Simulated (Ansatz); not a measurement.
MoP:
```yaml
crystal:
  lattice:
    - [3.20656, 0.00000, 0.00000]
    - [-1.60328, 2.77696, 0.00000]
    - [0.00000, 0.00000, 3.17348]
  atoms:
    - { symbol: Mo, position: [0.00000, 0.00000, 0.00000] }
    - { symbol: P, position: [0.66667, 0.33333, 0.50000] }
```

Relaxed with PBEsol. Special points in fractions of this cell's reciprocal vectors: Γ (0.000, 0.000, 0.000); M (0.500, 0.000, 0.000); K (0.333, 0.333, 0.000); A (0.000, 0.000, 0.500); L (0.500, 0.000, 0.500); H (0.333, 0.333, 0.500).

Task: List the band energies nearest the Fermi level at these points for DFT-PBEsol in the program Ansatz with PAW potentials.

Result: In eV from the Fermi level; about four levels below and three above (degenerate sets whole), none deeper than 8.9 eV; points with the same levels are listed once.

```json
[
 {"k": "Γ", "below": "-4.30 -3.35 -3.35 -0.66", "above": "0.30 0.30 4.23 4.23"},
 {"k": "M", "below": "-3.98 -3.84 -1.24 -0.42", "above": "1.76 2.44 4.73"},
 {"k": "K", "below": "-5.33 -3.78 -1.55 -0.06", "above": "0.69 0.82 7.01"},
 {"k": "A", "below": "-2.75 -2.75 -1.72 -1.72", "above": "1.38 2.99 2.99"},
 {"k": "L", "below": "-6.22 -5.32 -4.48 -1.07", "above": "1.48 1.90 3.65"},
 {"k": "H", "below": "-7.00 -5.76 -3.23 -1.36", "above": "1.59 3.45 4.30"}
]
```

Space group P-6m2. Symmetry was held in the PBEsol relaxation. The run is not spin-polarised. Scalar-relativistic: spin–orbit coupling is off unless named, which matters more the heavier the elements.

Potentials: the later of the program's two PAW sets.
